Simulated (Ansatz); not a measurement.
**Ga₃Sb: a faulty run and its cure**

The input below was meant for crystalline Ga₃Sb, with PBEsol, plane waves and PAW in Ansatz.

```yaml
crystal:
  lattice:
    - [-4.079540494, 4.079540494, 8.996014566]
    - [4.079540494, -4.079540494, 8.996014566]
    - [4.079540494, 4.079540494, -8.996014566]
  atoms:
    - { symbol: Ga, position: [0.75, 0.25, 0.5] }
    - { symbol: Ga, position: [0.25, 0.75, 0.5] }
    - { symbol: Ga, position: [0.5, 0.5, 0.0] }
    - { symbol: Sb, position: [0.0, 0.0, 0.0] }
basis:
  ecutwfc: 420
kpoints:
  mp_grid: { grid: [4, 4, 4] }
hamiltonian:
  xc: pbesol
scf:
  occupations: { method: gaussian, width: 0.1 }
  max_iter: 62
output:
  forces: true
  stress: true
  eigenvalues: true
```

Command:

```bash
ansatz run input.yaml --threads 1 --pin off --max-ram 2560MiB --backend cpu --events-out ev --progress --plain --runs-dir out
```

Output, shortened (HF is the Harris–Foulkes energy, dr2 the density residual in eV):

```text
Pseudopotential: Sb, paw, valence charge 15, recommended cutoff 420 eV (normal)
Crystal: 4 atoms, lattice volume = 598.870 Å³
Basis set: ecut = 420 eV, 11691 PW (Γ), exchange–correlation on 144×144×144 points (8 copies of the dense FFT grid, shifted against one another)
Bands: 33, of which v1, the nominal top of the filled ones, is band 27 counted from 1 (26 counted from 0)
Symmetry: 16 space group operations
Space group: I4/mmm (ITA 139), of the structure as read, at distance tolerance 8.4e-5 Å
k-points: 13 of 64
PAW frozen core: Ga, regenerated for the run's functional, and the local potential with it (the file was generated under x = pbe(κ = 0.804, μ = 0.2195), c = pbe(β = 0.0667))
PAW frozen core: Sb, regenerated for the run's functional, and the local potential with it (the file was generated under x = pbe(κ = 0.804, μ = 0.2195), c = pbe(β = 0.0667))
Initial density: superposition of atomic densities, corrected by the library's trained network
SCF iter   1: HF=-17630.130910 eV  Δρ=2.14e-2  dr2=2.43e1
SCF iter   2: HF=-17637.568432 eV  Δρ=3.33e-2  dr2=5.87e1  recentre
SCF iter   3: HF=-17626.079985 eV  Δρ=7.55e-3  dr2=2.11e0
SCF iter   4: HF=-17626.163400 eV  Δρ=8.12e-3  dr2=4.18e0
   ...
SCF iter  14: HF=-17626.035489 eV  Δρ=1.49e-5  dr2=8.18e-6
SCF iter  15: HF=-17626.035489 eV  Δρ=3.33e-6  dr2=2.78e-7
SCF iter  16: F=-17626.035489 eV  HF=-17626.035489 eV  Δρ=1.94e-6  dr2=4.91e-8
SCF 1 converged in 16 iterations: F = -17626.035489 eV  dr2 = 4.91e-8
SCF converged after 16 iterations
Free energy (F): -17626.035489 eV
E sigma→0 (E₀):  -17625.993669 eV
Entropy (-TS):   -0.083640 eV (-20.910 meV/atom)
Fermi energy:    -1.450709 eV
--- Forces (eV/Å), atoms counted from 1 ---
  atom   1  Ga    -0.00000000    -0.00000000     0.00000000
  atom   2  Ga    -0.00000000    -0.00000000     0.00000000
  atom   3  Ga     0.00000000     0.00000000    -0.00000000
  atom   4  Sb     0.00000000     0.00000000     0.00000000
--- Stress (GPa, compression-positive) ---
       -0.979468       0.000000       0.000000
        0.000000      -0.979468      -0.000000
       -0.000000       0.000000      -0.976084
  P = ⅓ Tr σ = -0.9783 GPa (-9.783 kbar)
```

Problem. Which fault does the input hold?
A. An unconverged density accepted at the iteration limit
B. Plain mixing at a large step in a long cell
C. Too few SCF iterations allowed
D. Lattice vectors in bohr read as angstrom
E. A key that the program doesn't know

Solution. D. Every length is 1.89 times too long, so the atoms are nearly free. The cure is the vectors in angstrom.

Mended input, as a difference (which also takes the mesh and iteration limit of the reference run):

```diff
 crystal:
   lattice:
-    - [-4.079540494, 4.079540494, 8.996014566]
-    - [4.079540494, -4.079540494, 8.996014566]
-    - [4.079540494, 4.079540494, -8.996014566]
+    - [-2.158799, 2.158799, 4.760484]
+    - [2.158799, -2.158799, 4.760484]
+    - [2.158799, 2.158799, -4.760484]
 kpoints:
-  mp_grid: { grid: [4, 4, 4] }
+  mp_grid: { grid: [14, 14, 14] }
 scf:
-  max_iter: 62
```

Result of the mended run: no gap, a pressure of -3.47 GPa. The faulty run's energy lay 2.83 eV per atom higher.

The mended run took 44 s on 1 thread of Intel(R) Xeon(R) Platinum 8488C (Sapphire Rapids), on a shared host, peak memory 0.77 GiB.